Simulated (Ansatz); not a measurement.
Sc:
Space group P6₂22 (No. 180); a = 3.1962 Å, b = 3.1962 Å, c = 8.0317 Å, α = 90.00°, β = 90.00°, γ = 120.00°

```csv
atom,site,symmetry,x,y,z
Sc,3c,222,0.5000,0.0000,0.0000
```

Relaxed at zero pressure with plane-wave PAW PBEsol (Ansatz code).

Q: The volume is lowered by 6 % and shape and atoms relax at that volume. What pressure results, and how do the axes share the change?

A: 3.6 GPa; a -1.9 %, b -1.9 %, c -2.4 %; the energy rises by 15 meV/atom.

Q: Give the new structure.

A: 
Space group P6₂22 (No. 180); a = b = 3.137 Å, c = 7.839 Å, α = β = 90.00°, γ = 120.00°

| atom | site | symmetry | x | y | z |
|---|---|---|---|---|---|
| Sc | 3c | 222 | 0.5000 | 0.0000 | 0.0000 |

The phase is kept; no other phase was compared at this pressure.

Space group P6_222. The first step of the workflow began from a Materials Project structure, measured or hypothetical; the Crystallography Open Database copy checked does not list it. It is not the phase usual at ambient conditions (space group No. 194). The cell was relaxed with PBEsol under the symmetry of its start. At this level the phase is dynamically unstable (imaginary phonons). No spin polarisation was allowed. Axis ratios of metals converge slowly with the k-mesh, so a and c are less sure than the volume.

Potentials: the later of the program's two PAW sets.
